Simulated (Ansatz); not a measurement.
Problem. Volume from LDA minus that from r²SCAN (% of the latter), each on its own relaxed cell (Ansatz, an electronic-structure program, plane waves, PAW; no spin–orbit coupling, no Hubbard U), over 91 phases of the class «intermetallics»: what sign and size do you expect?

Solution. Mean -4.6 %, median -4.4 %, mean absolute 4.6 %; eight in ten lie between -6.4 and -2.9 %, and 0 % are above zero.

Some cases that may be named, with their rank among the 91 from the lowest: La3In, Cu3Au type -9.9 % (rank 1); LaAg, CsCl type -8.4 % (rank 2); Ga2Cu, P4/mmm (Ga on 2h, Cu on 1a) -4.5 % (rank 45); HfRu, CsCl type -4.4 % (rank 46); AlOs, CsCl type -2.4 % (rank 90); AlIr, CsCl type -2.4 % (rank 91).

The phases are those computed here (of each formula those with measured values and the lowest at some level), not a balanced benchmark, and neither functional is the truth. Pairs that end in unlike spin orders or unlike minima (c/a over 6 % apart, 30 % for weakly bound crystals), magnets with 4f shells, solids of gases and phases set aside for tests are left out.

Standing as an ambient phase not checked: La3In, Cu3Au type; LaAg, CsCl type; HfRu, CsCl type; Ga2Cu, P4/mmm (Ga on 2h, Cu on 1a); AlOs, CsCl type; AlIr, CsCl type. All cells were relaxed under the symmetry of their starts (and spin orders); stability against distortions was not tested throughout. Named crystals with no word on spin ran without spin polarisation. Spin–orbit coupling is left out wherever it is not named.

Potentials: the later of the program's two PAW sets.

Ansatz is a plane-wave DFT program.
